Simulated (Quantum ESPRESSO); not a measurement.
```
CELL_PARAMETERS angstrom
      4.02546     0.00000     0.00000
      0.00000     3.73540     0.00000
      0.00000     0.00000    15.60000
ATOMIC_POSITIONS crystal
  S  0.03122 0.00000 0.92628
  S  0.53122 0.50000 0.07372
  Ge 0.11668 0.00000 0.07727
  Ge 0.61668 0.50000 0.92273
```

The layer was cut from Materials Project entry mp-2242 and relaxed with PBEsol in a cell 15.6 Å high, with the Coulomb interaction truncated along z.

### Question
What does PBEsol (Quantum ESPRESSO, PseudoDojo norm-conserving, 78 Ry, without SOC) give for the electronic structure near the Fermi level?

### Answer
The PBEsol gap is indirect, 1.31 eV, from 71 % of the way from Γ to X to 25 % of the way from Y to Γ; the smallest direct gap is 1.53 eV. The valence-band maximum lies 4.63 eV below the vacuum level. Spin-orbit splittings are left out.

This is a model layer cut from the bulk structure; whether it is stable on its own was not checked.

Letters of k points follow the standard setting of the lattice, whose axes may be ordered differently from the printed cell.
